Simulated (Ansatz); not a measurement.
Ga (α-Ga), relaxed with PBEsol (Ansatz, an electronic-structure program, plane waves, PAW): a = 4.479 Å, b = 7.596 Å, c = 4.486 Å, α = β = γ = 90.00°.

Problem. The same phase is relaxed and computed with r²SCAN in the same code. What is the cell now?

Solution. a = 4.4720 Å, b = 7.5953 Å, c = 4.5252 Å, α = β = γ = 90.00°.

All cells were relaxed under the symmetry of their starts (and spin orders); stability against distortions was not tested throughout. Spin–orbit coupling is left out wherever it is not named.

Potentials: the later of the program's two PAW sets.

Ansatz is a plane-wave DFT program.
